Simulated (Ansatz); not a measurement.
MgSe (rock salt)

```cif
data_Mg4Se4
_chemical_formula_sum 'Se4 Mg4'
_space_group_name_H-M_alt 'Fm-3m'
_space_group_IT_number 225
_space_group_name_Hall '-F 4 2 3'
_cell_length_a 5.44978
_cell_length_b 5.44978
_cell_length_c 5.44978
_cell_angle_alpha 90.000
_cell_angle_beta 90.000
_cell_angle_gamma 90.000
loop_
_atom_site_label
_atom_site_type_symbol
_atom_site_symmetry_multiplicity
_atom_site_Wyckoff_symbol
_atom_site_fract_x
_atom_site_fract_y
_atom_site_fract_z
_atom_site_occupancy
Se1 Se 4 a 0.00000 0.00000 0.00000 1
Mg1 Mg 4 b 0.50000 0.50000 0.50000 1
```
(The calculation used a cell of 2 atoms; values per cell refer to that cell.)

The volume is varied about the relaxed value V₀ at fixed cell shape. Symmetry pins the atoms to their sites.

These are PBEsol (plane waves to 420 eV, PAW, scalar-relativistic; Ansatz, a quantum-chemistry and plane-wave program) values and carry that method's errors. k mesh 10×10×10 (Γ-centred), Fermi-Dirac smearing 0.05 eV. The energy includes the smearing's −TS. Compression counts positive. MgSe was relaxed with its symmetry unable to fall. ΔE is measured from the relaxed starting cell.

Problem. Estimate the ΔE (kJ/mol of atoms) and P (GPa) for V/V₀ = 0.900, 0.917, 0.983, 1.017, 1.050, 1.067.

Solution. 
| V/V₀ | ΔE (kJ/mol of atoms) | P (GPa) |
|---|---|---|
| 0.900 | 4.71 | 8.46 |
| 0.917 | 3.17 | 6.73 |
| 0.983 | 0.11 | 1.12 |
| 1.017 | 0.11 | -1.04 |
| 1.050 | 0.91 | -2.86 |
| 1.067 | 1.57 | -3.66 |

(Under strain, the slope of the energy per volume gives the stress and its curvature an elastic modulus.)
